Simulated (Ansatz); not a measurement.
Question: Name crystals whose computed values (DFT-r²SCAN in the program Ansatz with PAW potentials) fall in these windows: B₀ by P(V) fit (GPa) 150 to 200; Θ_D (K) 240 to 330.

Answer: 

```tsv
crystal	B₀ by P(V) fit (GPa)	Θ_D (K)
Pd, hcp (Mg type)	181	274
TiNi, CsCl type	173	317
```
Others may fit too.

Spin orders computed, not proven ground states: Pd, hcp (Mg type) ferromagnetic. Not the usual ambient phase: Pd, hcp (Mg type). Standing as an ambient phase not checked: TiNi, CsCl type. Perhaps ordered models of mixed-site phases: TiNi, CsCl type. All cells were relaxed under the symmetry of their starts (and spin orders); stability against distortions was not tested throughout. Rows with no word on spin ran without spin polarisation. Spin–orbit coupling is left out wherever it is not named.

Potentials: the later of the program's two PAW sets.
